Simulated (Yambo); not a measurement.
G0W0@PBEsol for NaHF2 (space group R-3m, No. 166) in Yambo. Reference settings: 4×4×4 Γ-centred k mesh, bands 2 to 87 and a 8 Ry block in the screening, 87 bands in G with the Bruneval-Gonze terminator, plasmon pole fitted at 27.2 eV. The PBEsol gap Z → Γ on this mesh is 6.91 eV; G0W0 gaps are taken between the same points.

```
change from the reference     G0W0 gap Z → Γ (eV)  shift of the valence edge (eV)
----------------------------  -------------------  ------------------------------
reference settings                          11.56                           -3.24
56 bands in G                               11.56                           -3.24
42 bands in W                               11.69                           -3.17
56 bands in G, no terminator                11.36                           -2.94
2 Ry block                                      …                           -4.40
no terminator                               11.45                           -3.07
33 bands in G                               11.58                           -3.25
7 Ry block                                  11.57                           -3.26
```

**Question.** Estimate the withheld gaps from the other rows; the computed values follow.

**Answer.** 
- 2 Ry block, G0W0 gap Z → Γ (eV): 12.63

The reference isn't shown to be the converged limit.

Geometry relaxed with PBE+D3(BJ); primitive cell a = b = c = 5.0179 Å, α = β = γ = 40.50°.

A shift is the quasiparticle energy of the state minus its PBEsol energy.
